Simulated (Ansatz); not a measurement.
## What a change of settings does to a run on CuH2

The cell is built from the CdI2 type as a first guess.

First run: DFT, PBE, PAW with Ansatz's default frozen-core files, scalar-relativistic (Ansatz 0.2.0).

Command: `ansatz run input.yaml --threads 1 --pin off --max-ram 3072MiB --backend cpu --events-out ev --progress --plain --runs-dir out` The run took 54 s on 1 thread of Arm Neoverse V2 (shared host).

```yaml
crystal:
  lattice:
    - [2.8878374627, 0.0, 0.0]
    - [-1.4439187314, 2.5009406047, 0.0]
    - [0.0, 0.0, 4.6205399404]
  atoms:
    - { symbol: Cu, position: [0.0, 0.0, 0.0] }
    - { symbol: H, position: [0.3333333333, 0.6666666667, 0.25] }
    - { symbol: H, position: [0.6666666667, 0.3333333333, 0.75] }
kpoints:
  mp_grid: { grid: [14, 14, 8] }
scf:
  occupations: { method: fermi_dirac, width: 0.05 }
hamiltonian:
  xc: pbe
  pseudopotentials: { kind: paw }
output:
  forces: true
  stress: true
relax:
  f_tol: 0.005
  max_steps: 80
  cell: {}
```

Result: converged; relaxed volume 9.201 Å³/atom; 87 SCF iterations in all.

The input is then changed:

```diff
@@ -12,4 +12,6 @@
 scf:
   occupations: { method: fermi_dirac, width: 0.05 }
+  eigensolver: { kind: davidson }
+  mixing: { preconditioner: none }
 hamiltonian:
   xc: pbe
```

Q: What does the second run give?

A: It converged; energy at zero smearing 0.0 meV/atom from the first run; relaxed volume 9.192 Å³/atom; 80 SCF iterations in all.
